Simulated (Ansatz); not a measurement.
W (bcc (W type)) was relaxed and computed twice in Ansatz (plane waves, PAW), once with PBE and once with r²SCAN+D4.

|  | run 1 | run 2 |
|---|---|---|
| cell | a = 3.163 Å, b = 3.163 Å, c = 3.163 Å, α = 90.00°, β = 90.00°, γ = 90.00° | a = b = c = 3.1837 Å, α = β = γ = 90.00° |

Which run used which functional?

Run 1 is r²SCAN+D4, run 2 is PBE.

All cells were relaxed under the symmetry of their starts (and spin orders); stability against distortions was not tested throughout. Rows with no word on spin ran without spin polarisation. Scalar-relativistic: spin–orbit coupling is off unless named, which matters more the heavier the elements.

Potentials: the earlier of the program's two PAW sets.

Ansatz (a quantum-chemistry and plane-wave program) is a plane-wave DFT program.
